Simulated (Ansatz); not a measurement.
Tl₂PdI₂Br₄: input and output

input.yaml (Ansatz 0.2.0)

```yaml
crystal:
  lattice:
    - [-4.090257, 4.090257, 4.377263]
    - [4.090257, -4.090257, 4.377263]
    - [4.090257, 4.090257, -4.377263]
  atoms:
    - { symbol: Pd, position: [0.0, 0.0, 0.0] }
    - { symbol: I, position: [0.34815, 0.34815, 0.0] }
    - { symbol: I, position: [0.65185, 0.65185, 0.0] }
    - { symbol: Tl, position: [0.75, 0.25, 0.5] }
    - { symbol: Tl, position: [0.25, 0.75, 0.5] }
    - { symbol: Br, position: [0.20356, 0.20356, 0.40712] }
    - { symbol: Br, position: [0.20356, 0.79644, 0.0] }
    - { symbol: Br, position: [0.79644, 0.79644, 0.59288] }
    - { symbol: Br, position: [0.79644, 0.20356, 0.0] }
  symmetry: { tolerance: 0.0003 }
kpoints:
  mp_grid: { grid: [5, 5, 5], shift: [0, 0, 0] }
  band_path:
    path:
      - [0.0, 0.0, 0.0]
      - [0.0, 0.0, 0.5]
      - [0.25, 0.25, 0.25]
      - [0.0, 0.5, 0.0]
      - [0.0, 0.0, 0.0]
      - [0.5, 0.5, -0.5]
      - [0.46829104, 0.53170896, -0.46829104]
      - [-0.46829104, 0.46829104, 0.46829104]
      - [0.0, 0.0, 0.0]
      - [0.0, 0.0, 0.5]
      - [-0.43658209, 0.43658209, 0.5]
    npoints: 6
magnetization:
  spin_polarized: false
scf:
  occupations: { method: cold, width: 0.077 }
  lower_state_search: "off"
  max_iter: 200
hamiltonian:
  pseudopotentials: { kind: paw }
  xc: pbe
basis:
  ecutwfc: 420
  fft_grid_basis: typed
output:
  forces: true
  stress: true
  eigenvalues: true
  bader: true
  populations: true
  elf: true
  write_potential: true
  volumetric_format: npy
  dos:
    e_range: [-12, 8]
    de: 0.05
    projected: { site_lists: { Br: [Br], I: [I], Pd: [Pd], Tl: [Tl] } }
checkpoint:
  read: saved_state
```

The run starts from an earlier solution of this cell. 

Parts of the output:

```
Pseudopotentials: kind: paw
Pseudopotential: Pd, paw, valence charge 18, recommended cutoff 420 eV (normal), Pd.paw.azcp
Pseudopotential: I, paw, valence charge 17, recommended cutoff 420 eV (normal), I.paw.azcp
Pseudopotential: Tl, paw, valence charge 13, recommended cutoff 420 eV (normal), Tl.paw.azcp
Pseudopotential: Br, paw, valence charge 7, recommended cutoff 420 eV (normal), Br.paw.azcp
Functional definition: PBE
  exchange = pbe_x(kappa = kappa, mu = beta*pi^2/3)
  correlation = pbe_c(beta = beta)
Crystal: 9 atoms, lattice volume = 292.930 Å³
Basis set: ecut = 420 eV, 5699 PW (Γ), exchange–correlation on 100×100×100 points (8 copies of the dense FFT grid, shifted against one another)
Bands: 64, of which v1, the nominal top of the filled ones, is band 53 counted from 1 (52 counted from 0)
Symmetry: 16 space group operations
Space group: I4/mmm (ITA 139), of the structure as read, at distance tolerance 2.0e-3 Å
k-points: 18 of 125
Initial density: read from a saved state, or passed on in memory by an earlier SCF of this step, an earlier step, the calling program or the single point that the run made first
Functional: x = pbe(κ = 0.804, μ = 0.2195), c = pbe(β = 0.0667)
SCF iter   1: F=—  Δρ=7.51e-4  dr2=2.01e-3
SCF iter   2: F=—  S|Δr|=    0.00e0  Δρ=4.42e-4  dr2=4.82e-4
SCF iter   3: F=—  S|Δr|=    0.00e0  Δρ=2.04e-4  dr2=1.23e-4
SCF iter   4: F=—  S|Δr|=    0.00e0  Δρ=8.99e-5  dr2=2.50e-5
SCF iter   5: F=—  S|Δr|=    0.00e0  Δρ=2.15e-5  dr2=1.76e-6
SCF iter   6: F=-56023.6408 eV  S|Δr|=    0.00e0  Δρ=3.25e-6  dr2=4.25e-8
Free energy (F): -56023.6408 eV
Harris-Foulkes:  -56023.6408 eV  (|F-HF|=3.92e-8)
Internal energy: -56023.6408 eV  (E = F + TS)
E sigma→0 (E₀):  -56023.6408 eV
Fermi energy:    5.9806 eV
--- Per-component energies (eV) ---
  E_band       = -1279.9769
  E_kinetic    = 2090.5749
  E_local      = -11163.6439  (includes V_loc(G=0)·N_el)
  E_nonlocal   = 951.4818
  E_hartree    = 4875.9641
  E_xc         = -1944.7958
  E_vxc        = -1167.1505  (∫ρ·V_xc dr)
  E_paw        = -42691.1941  (= ΣΔE_a)
  E_vpaw       = -1743.1681  (= ΣTr[D̂ρ^β])
  E_aug_tail   = 0.0003  (compensation charges beyond the density's cutoff)
  E_ewald      = -8142.0281
  E_smearing   = 0.0000  (= −TS)
--- Forces (eV/Å), atoms counted from 1 ---
  atom   1  Pd     0.0000     0.0000     0.0000
  atom   2  I      0.0000     0.0000    -1.4501
  atom   3  I      0.0000     0.0000     1.4501
  atom   4  Tl     0.0000     0.0000     0.0000
  atom   5  Tl     0.0000     0.0000     0.0000
  atom   6  Br     0.9179     0.9179     0.0000
  atom   7  Br    -0.9179     0.9179     0.0000
  atom   8  Br    -0.9179    -0.9179     0.0000
  atom   9  Br     0.9179    -0.9179     0.0000
--- Stress (GPa, compression-positive) ---
        4.0777       0.0000       0.0000
        0.0000       4.0777       0.0000
        0.0000       0.0000       3.2498
  P = ⅓ Tr σ = 3.8017 GPa (38.017 kbar)
--- Löwdin populations: 9 sites ---
  site symbol       q [e]
     0     Pd     17.0368
     1      I     16.9585
     2      I     16.9585
     3     Tl     12.7614
     4     Tl     12.7614
     5     Br      7.2830
     6     Br      7.2830
     7     Br      7.2830
     8     Br      7.2830
  spilling = 0.0037 (of n_electrons = 106.0000)
--- Bader charges: 9 sites ---
  site symbol  charge [e]  shift [e]
     0     Pd      0.3573     0.0103
     1      I     -0.0573     0.0000
     2      I     -0.0573     0.0000
     3     Tl      0.7171     0.0000
     4     Tl      0.7171     0.0000
     5     Br     -0.4192     0.0026
     6     Br     -0.4192     0.0026
     7     Br     -0.4192     0.0026
     8     Br     -0.4192     0.0026
```

Origin: a known structure type with other elements, at an estimated volume, so it need not be a known compound.
